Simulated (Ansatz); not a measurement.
**Stability checks on a candidate for Mg₃CdSe₄**

The cell was found from a structure generator's guess, not taken from experiment.

Theory: DFT PBE, scalar-relativistic, plane waves, PAW (Ansatz 0.2.0). The final run on the 8-atom cell used 420 eV, a Γ-centred 6×6×4 mesh, 0.02 eV smearing and no spin polarisation.

```
Mg Cd Se
1.0
     4.28406    0.00000    0.00000
     0.00000    4.28406    0.00000
     0.00000    0.00000   12.03726
Mg Cd Se
3 1 4
Cartesian
  0.0000 0.0000 9.0835
  2.1420 2.1420 0.0000
  0.0000 0.0000 2.9538
  2.1420 2.1420 6.0186
  2.1420 0.0000 1.4769
  0.0000 2.1420 4.4186
  2.1420 0.0000 7.6186
  0.0000 2.1420 10.5603
```

Energies over the elements count from the elements' standard structures at the same level, with no fitted energy shifts.

Question: These tests were run: energy against the elements; phonons on a 2×2×1 q mesh. What do they show?

Answer:

```csv
test,result
energy against the elements,−1.098 eV/atom
phonons on a 2×2×1 q mesh,"no imaginary mode on the mesh, but the interpolation dips to 12i cm⁻¹ between its points"
```

It fails none of these tests outright. Other phases of the system weren't compared here, so this isn't yet thermodynamic stability. Undecided within the accuracy: phonons on a 2×2×1 q mesh.

The reference form of Se is held partly by dispersion forces, which this level lacks. The run for the phonons used a 6×6×4 k mesh.
